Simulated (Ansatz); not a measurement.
What a change of settings does to a run on InF

The cell was built from the zincblende type and relaxed in the same program, and has space group F-43m; it needn't be a known or the stable phase.

First run: DFT, PBE, all-electron PAW with datasets made for the crystal, scalar-relativistic (Ansatz 0.2.0).

Command: `ansatz run input.yaml --threads 1 --pin off --max-ram 2048MiB --backend cpu --events-out ev --progress --plain --runs-dir out` The run took about 14 s on 1 thread of a shared machine.

```yaml
crystal:
  lattice:
    - [0.0, 3.0044857676, 3.0044857676]
    - [3.0044857676, 0.0, 3.0044857676]
    - [3.0044857676, 3.0044857676, 0.0]
  atoms:
    - { symbol: In, position: [0.0, 0.0, 0.0] }
    - { symbol: F, position: [0.25, 0.25, 0.25] }
kpoints:
  mp_grid: { grid: [13, 13, 13] }
  band_path:
    path:
      - [0.0, 0.0, 0.0]
      - [-0.5, -0.5, 0.0]
      - [-0.375, -0.375, 0.25]
      - [-0.375, 0.0, 0.375]
      - [0.0, 0.0, 0.0]
      - [0.0, 0.0, 0.5]
      - [-0.5, -0.25, 0.25]
      - [-0.5, -0.5, 0.0]
    npoints: 8
scf:
  occupations: { method: fermi_dirac, width: 0.05 }
hamiltonian:
  xc: pbe
  pseudopotentials: { kind: all_electron, datasets: crystal }
output:
  forces: true
  stress: true
  eigenvalues: true
  efg: { contact_densities: true }
```

Result: converged; pressure 0.00 GPa; gap on the k mesh 1.92 eV (the mesh can miss the band edges); 10 SCF iterations.

Spin–orbit coupling is left out, though it moves levels of the heavy atoms by tenths of an eV or more.

The input is then changed:

```diff
@@ -8,5 +8,5 @@
     - { symbol: F, position: [0.25, 0.25, 0.25] }
 kpoints:
-  mp_grid: { grid: [13, 13, 13] }
+  mp_grid: { grid: [16, 16, 16] }
   band_path:
     path:
```

(1) What does the second run give?

Results:

(1) It converged; energy at zero smearing 0.0 meV/atom from the first run; pressure 0.00 GPa; gap on the k mesh 1.85 eV; 10 SCF iterations.
